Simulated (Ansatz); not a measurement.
SiRu2 in space group P4/nmm (No. 129; Ru on 2a, Ru on 2c, Si on 2c), DFT-PBE in the program Ansatz with PAW potentials, all energies at zero smearing, with the estimated change up to a 700 eV cutoff added, with one set of potentials and settings (totals compare only within such a set). Cell of 6 atoms (4 Ru, 2 Si): -24787.732 eV.

| element | reference phase | E (eV/atom) |
|---|---|---|
| Ru | P6_3/mmc, 2 atoms in the cell | -5878.6876 |
| Si | Fd-3m, 2 atoms in the cell | -635.8096 |

Formation energy per atom, worked out: (-24787.732 − 4×(-5878.6876) − 2×(-635.8096))/6 = -0.227 eV/atom (-22 kJ per mol of atoms), at 0 K, without zero-point energy or fitted corrections.

The cell is a constructed one: a structure type filled with these elements; neither database checked (COD, Materials Project) lists it. Whether it is the stable phase at ambient conditions was not checked. Symmetry was held in the PBE relaxation; whether a distortion lowers the energy is not shown. No spin polarisation was allowed. The references are the lowest solids computed at this level, not always the standard phases.

Potentials: the later of the program's two PAW sets.
